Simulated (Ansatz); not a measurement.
A geometry of CoSn away from equilibrium: the start of the relaxation of a generated cell, CoSn built in the AFLOW prototype AB_tP8_136_g_f (as in BeO). Computed with PBEsol (plane waves to 420 eV, PAW, scalar-relativistic; Ansatz, an electronic-structure program). Γ-centred k-mesh 5×5×9 on the run's cell (coarser than for final values), Fermi–Dirac smearing 0.05 eV.

```xyz
8
Lattice="6.1939 0.0000 0.0000 0.0000 6.1939 0.0000 0.0000 0.0000 3.5729" Properties=species:S:1:pos:R:3:forces:R:3 pbc="T T T" free_energy=-44158.829 pressure_GPa=47.3
Co     2.0812     4.1128     0.0000   -0.1854    0.1854    0.0000
Co     5.1781     5.1781     1.7865   -0.1854   -0.1854    0.0000
Co     1.0158     1.0158     1.7865    0.1854    0.1854    0.0000
Co     4.1128     2.0812     0.0000    0.1854   -0.1854    0.0000
Sn     1.9201     1.9201     0.0000   -1.1469   -1.1469    0.0000
Sn     5.0171     1.1768     1.7865   -1.1469    1.1469    0.0000
Sn     1.1768     5.0171     1.7865    1.1469   -1.1469    0.0000
Sn     4.2738     4.2738     0.0000    1.1469    1.1469    0.0000
```

Positions in Å, forces in eV/Å, free energy of the cell in eV (comparable only within this code, potentials and settings). Largest force: 1.62 eV/Å, on Sn5, Sn6, Sn7, Sn8 (atoms numbered as listed); the geometry lies 1.22 eV/atom above the end of its relaxation.

Spin-polarised start, with parallel moments on Co.

No spin polarisation in the result: the starting moments vanished. A magnetic state may lie lower.

The run could not lose the symmetry of its start: the end is stationary, and may be a saddle point rather than a minimum.

The end of the path is a generated cell of CoSn: the first start was made by placing the elements on the sites of a structure type, and the end was not matched to a known phase here, so it may be hypothetical. Known forms of CoSn include space group No. 191.
